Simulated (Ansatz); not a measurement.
## Phonons of ScCd (Pm-3m)

```xyz
2
Lattice="3.4853 0.0000 0.0000 0.0000 3.4853 0.0000 0.0000 0.0000 3.4853" Properties=species:S:1:pos:R:3 pbc="T T T"
Sc    1.7427    1.7427    1.7427
Cd    0.0000    0.0000    0.0000
```

The conventional cell has a = 3.485 Å, b = 3.485 Å, c = 3.485 Å, α = 90.00°, β = 90.00°, γ = 90.00°. Around Sc (atom 1) lie 8 Cd at 3.02 Å. Cd (atom 2) is surrounded by 8 Sc at 3.02 Å.

Computed, not measured; unless marked otherwise by PBEsol, all-electron LAPW in Ansatz 0.2.0, scalar-relativistic. k mesh 10×10×10, Fermi-Dirac smearing of 0.080 eV, basis error target 0.5 meV/atom. The cell was relaxed by PAW under this functional. The structure is one entry of a database and needn't be the stable phase.

Atoms are displaced by 0.01 Å in the smallest supercells that hold the wave vectors of a 2×2×2 mesh. Negative values stand for unstable modes.

(1) What are the phonon energies at the solved wave vectors, in THz?

(2) Is the structure dynamically stable at these wave vectors?

(3) How do the optical zone-centre modes decompose, and which are active?

(4) How well do frozen-core PAW files reproduce these all-electron values?

(5) The cell is scaled evenly to 41.702 and 42.973 Å³ (from 42.338), with free atoms relaxed and the shape held. What are the mode Grüneisen parameters γ = −d ln ω/d ln V?

Answers

(1) 

| q | point | modes (THz) |
| --- | --- | --- |
| 0.000 0.000 0.000 | Gamma | 5.29 (×3) |
| 0.500 0.000 0.000 | X | 2.90, 2.91 (×2), 4.98 (×2), 5.88 |
| 0.500 0.500 0.000 | M | 0.92 (×2), 2.95, 3.90, 6.53 (×2) |
| 0.500 0.500 0.500 | R | 2.74 (×3), 5.81 (×3) |

(2) Yes, no mode is unstable there; wave vectors off this mesh aren't tested.

(3) Point group m-3m: Γ_opt = T1u.

```json
{"label": "T1u", "THz": "5.29", "activity": "IR", "mostly": "Sc (71 %)"}
```

In a metal the activity is that of symmetry alone; free carriers screen the infrared modes.

(4) With a cutoff of 420 eV and displacements of 0.0025 Å, the r.m.s. difference over the modes is 0.1 cm⁻¹; the largest difference is 31.0 (PAW) against 30.8 cm⁻¹ (LAPW).

(5) For the highest mode, 223.7 cm⁻¹ in the small cell and 211.8 in the large one give γ ≈ 1.82. From the change of the dynamical matrix on each mode:

```csv
point,cm⁻¹,γ
Gamma,176.4,1.84
X,96.6,1.73
X,97.2,1.66
X,166.1,1.45
X,196.3,1.81
M,30.8,-2.39
M,98.4,1.65
M,130.2,1.48
M,217.7,1.81
R,91.5,1.80
R,193.9,1.98
```

Weighted by the modes' heat capacities at 300 K, the mean on this mesh is 1.13; it moves with the q mesh, and a coarse one overweights the zone boundary. Rows under −0.05 (1 here) are modes that soften under compression and pull towards negative thermal expansion.

Known limits: responses of metals move with mesh and smearing; the frozen-core PAW files of the compared runs were fitted under PBE, their cores solved anew for this functional.
